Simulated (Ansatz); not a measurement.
Relaxed-ion elastic tensor of YOF in space group R-3m (No. 166; Y on 6c, O on 6c, F on 6c) in GPa (Voigt order), the program Ansatz at the LDA level (PAW); density 5.49 g/cm³, 12.48 Å³ per atom.

```
  261    117    112   24.3    0.0    0.0
  117    261    112  -24.3    0.0    0.0
  112    112    236    0.0    0.0    0.0
 24.3  -24.3    0.0   86.3    0.0    0.0
  0.0    0.0    0.0    0.0   86.3   24.3
  0.0    0.0    0.0    0.0   24.3   72.3
```

Task: Is the crystal mechanically stable?

Result: Yes: the smallest eigenvalue of C is 54.0 GPa.

Task: Work out the Voigt, Reuss and Hill averages.

Result: K_V = 160, K_R = 160, K_H = 160; G_V = 76.8, G_R = 70.3, G_H = 73.6 GPa.

Task: Give Young's modulus, Poisson's ratio, Pugh's ratio and the universal anisotropy index.

Result: E = 9KG/(3K + G) = 191 GPa; ν = 0.30; K/G = 2.17 (ductile by the Pugh limit of 1.75); A_U = 5G_V/G_R + K_V/K_R − 6 = 0.47.

Task: Estimate the sound speeds and the Debye temperature.

Result: v_l = √((K + 4G/3)/ρ) = 6850 m/s, v_t = √(G/ρ) = 3660 m/s, mean 4090 m/s; Θ = (h/k)(3n/4πV)^(1/3) v_m = 525 K.

Task: Solve the Christoffel equation for the three sound speeds along x, y, z.

Result: Eigenvalues of C_ijkl n_j n_l equal ρv². In km/s, slowest first: x 3.14, 4.36, 6.90; y 3.63, 3.89, 6.94; z 3.96, 3.96, 6.56.

Task: How much does each axis shrink under pressure?

Result: Linear compressibilities β_i = Σ_j S_ij (j = 1 to 3): x 1.9, y 1.9, z 2.4 per TPa.

The workflow started from a Materials Project entry (that database holds measured and hypothetical structures alike); the Crystallography Open Database files this formula in space group No. 166, but the cells were not matched. Its standing as an ambient phase is unchecked. The LDA relaxation kept the symmetry of its start; its stability against distortions is not shown here. The run is not spin-polarised.

Potentials: the earlier of the program's two PAW sets. The files were generated under PBE; for other functionals the program regenerates the frozen cores, and for LDA and PBEsol the local potential too.
